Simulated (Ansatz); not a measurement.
CrGe (rock salt, Fm-3m) at seven volumes, DFT-PBE in the program Ansatz with PAW potentials, scaled uniformly. One row is withheld.

| V (Å³/atom) | P (GPa) |
|---|---|
| 14.348 | 12.64 |
| 14.821 | 7.59 |
| 15.294 | 3.42 |
| 15.767 | 0.00 |
| 16.240 | ? |
| 16.713 | -5.46 |
| 17.186 | -7.21 |

Fit the shown pressures and predict the withheld one.

P = (3/2)B₀(x^(7/2) − x^(5/2))[1 + (3/4)(B′ − 4)(x − 1)] with x = (V₀/V)^(2/3). Least squares on the six rows gives V₀ = 15.758 Å³/atom, B₀ = 106 GPa, B′ = 5.24. At V = 16.240, x = 0.9801 and P = -2.95 GPa. The run itself gave -3.04 GPa.

The cell is a constructed one: a structure type filled with these elements; neither database checked (COD, Materials Project) lists it. Whether it is the stable phase at ambient conditions was not checked. Symmetry was held in the PBE relaxation. At this level the phase is mechanically unstable. The final state is ferromagnetic, chosen from 3 collinear starts compared on coarse meshes (ties went to the first, and starts can fall back to one state), not a proven ground state.

Potentials: the later of the program's two PAW sets.
